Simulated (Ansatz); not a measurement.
Pt:
```
Pt
1.0
    0.00000     1.94681     1.94681
    1.94681     0.00000     1.94681
    1.94681     1.94681     0.00000
Pt
1
Direct
  0.00000   0.00000   0.00000
```

Relaxed with LDA. Special points in fractions of this cell's reciprocal vectors: Γ (0.000, 0.000, 0.000); X (0.500, 0.000, 0.500); U (0.625, 0.250, 0.625); K (0.375, 0.375, 0.750); L (0.500, 0.500, 0.500); W (0.500, 0.250, 0.750).

### Question
List the band energies nearest the Fermi level at these points for the program Ansatz at the LDA level (PAW).

### Answer
In eV from the Fermi level; about four levels below and three above (degenerate sets whole), none deeper than 8.9 eV; … stands for higher levels left out; points with the same levels are listed once.

| k | below | above |
|---|---|---|
| Γ | -3.96 -3.96 -3.96 -1.69 -1.69 | … |
| X | -7.36 -6.89 | 0.03 0.51 0.51 |
| U | -5.69 -2.99 -1.37 -0.19 | 5.72 … |
| L | -7.62 -4.02 -4.02 -0.60 | 0.05 0.05 … |
| W | -5.89 -4.75 -4.75 -2.10 | 0.52 7.15 … |

Space group Fm-3m (fcc (Cu type)). Symmetry was held in the LDA relaxation. The run is not spin-polarised. Spin–orbit coupling is left out wherever it is not named.

Potentials: the earlier of the program's two PAW sets.
